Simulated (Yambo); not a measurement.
A G0W0@PBEsol run in Yambo for CaHCl (space group P4/nmm, No. 129) (4×4×2 Γ-centred k mesh, 185 bands and a 8 Ry block in the screening, 185 bands in G with the Bruneval-Gonze terminator, plasmon pole fitted at 27.2 eV) gives these matrix elements, in eV, at the band edges (Z → Z):

```csv
state,E0,<Vxc>,<Σx>,<Σc(E0)>,Z
valence edge,0.000,-11.369,-13.999,1.214,0.808
conduction edge,3.633,-11.437,-5.980,-3.937,0.835
```

Solve the linearised quasiparticle equation for both states, give the gap, and say how exchange and correlation each act on it.

E = E0 + Z(Σx + Σc − Vxc). Valence: 0.000 + 0.808 × (-13.999 + (1.214) − (-11.369)) = -1.14 eV. Conduction: 3.633 + 0.835 × (-5.980 + (-3.937) − (-11.437)) = 4.90 eV. The gap is 6.05 eV, against 3.63 eV in PBEsol. Replacing Vxc by bare exchange alone would open it by 8.09 eV; correlation takes back 5.15 eV of that, and Z scales what is left. Nearest settings tried, and what they do to the gap: 84 bands in W: -10 meV; 3 Ry block (59 vectors against 279): -197 meV. Not varied: bands in G, mesh. So the settings aren't converged at that level. 

Geometry of the Materials Project entry, not relaxed at this level; primitive cell a = 3.8167 Å, b = 3.8167 Å, c = 6.9028 Å, α = 90.00°, β = 90.00°, γ = 90.00°.
